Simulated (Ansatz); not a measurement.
Os: pressure against volume, fitted

```xyz
2
Lattice="2.7341 0.0000 0.0000 -1.3670 2.3678 0.0000 0.0000 0.0000 4.3197" Properties=species:S:1:pos:R:3 pbc="T T T"
Os    0.0000    1.5785    1.0799
Os    1.3670    0.7893    3.2398
```

Atom numbers follow the list: Os1, Os2.

The geometry is COD entry 9017843, unchecked; take it as a test cell.

No spin–orbit coupling, which matters for the heavy atoms here.

The calculation used DFT, PBEsol, all-electron LAPW, scalar-relativistic in Ansatz 0.2.0.

The runs use a Γ-centred 17×17×10 k mesh, Fermi–Dirac smearing of 0.08 eV, basis error target 1 meV/atom, no spin polarisation.

The cell is scaled evenly. Fractional coordinates are held (clamped ions).

```tsv
V (Å³/atom)	P (GPa)
13.143	27.31
13.423	16.14
13.703	6.17
13.843	1.61
13.982	-2.70
14.122	-6.77
14.262	-10.61
14.821	-23.89
```

Question: Fit a third-order Birch–Murnaghan curve to the pressures.

Answer: P = (3B0/2)(y^(7/2) − y^(5/2))[1 + (3/4)(B0′ − 4)(y − 1)] with y = (V0/V)^(2/3) fits within 0.01 GPa for V0 = 13.894 Å³/atom, B0 = 431.1 GPa and B0′ = 4.76.

Question: Predict the pressure at the withheld volume, 14.542 Å³/atom.

Answer: There y = 0.9701, so the fit gives -17.63 GPa; the run gave -17.64 GPa.
